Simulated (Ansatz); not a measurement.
MgTe (zinc blende), relaxed with HSE06 (Ansatz, a first-principles code, plane waves, PAW): a = 6.464 Å, b = 6.464 Å, c = 6.464 Å, α = 90.00°, β = 90.00°, γ = 90.00°.

| Quantity | Result |
|---|---|
| gap (eV) | 3.27 |
| B₀ by P(V) fit (GPa) | 37.0 |

Q: The same phase is relaxed and computed with PBE in the same code. What are the cell and these values now?

A: a = b = c = 6.509 Å, α = β = γ = 90.00°.

- gap (eV) = 2.33
- B₀ by P(V) fit (GPa) = 33.9

All cells were relaxed under the symmetry of their starts (and spin orders); stability against distortions was not tested throughout. Scalar-relativistic: spin–orbit coupling is off unless named, which matters more the heavier the elements.

Potentials: the later of the program's two PAW sets.

Ansatz is a plane-wave DFT program.
